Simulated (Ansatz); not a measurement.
Input:

Relaxed C (graphite type, space group P6_3/mmc):

```yaml
crystal:
  lattice:
    - [2.45522, 0.00000, 0.00000]
    - [-1.22761, 2.12628, 0.00000]
    - [0.00000, 0.00000, 6.67049]
  atoms:
    - { symbol: C, position: [0.00000, 0.00000, 0.25000] }
    - { symbol: C, position: [0.00000, 0.00000, 0.75000] }
    - { symbol: C, position: [0.33333, 0.66667, 0.25000] }
    - { symbol: C, position: [0.66667, 0.33333, 0.75000] }
```

In this cell atom 2 (C, nearest neighbour C at 1.418 Å; its periodic images, 2.5 Å or more away, move with it) is moved by u·(1.000, 0.000, 0.000) + v·(0.000, 1.000, 0.000); the rest is frozen.

The numbers are results of r2SCAN+rVV10 (plane waves to 500 eV, PAW, scalar-relativistic; Ansatz, a program for electronic structure), not measurements. k mesh 12×12×4 (Γ-centred), Fermi-Dirac smearing 0.05 eV. E stands for the smeared free energy. Points where atoms come too close for the PAW data are left out (x in tables, blank in figures). With partly filled bands, energies and forces of such displacements shift with the k mesh and the smearing. C was relaxed with its symmetry unable to fall. The PAW data are Ansatz's earlier set. The zero of ΔE is the undisplaced structure. Axes are in Å.

The scan covers u from -0.210 to 0.210 Å in 7 points and v from -0.210 to 0.210 Å in 7 points.

**Question.** Is the undisplaced position a minimum, a maximum or a saddle of this map?

**Answer.** A minimum.

**Question.** What are the two principal curvatures of the energy at the centre?

**Answer.** 55.8 eV/Å², isotropic.

(For displaced atoms, the force is minus the slope of the energy, and its curvature is a force constant, which sets phonon frequencies.)
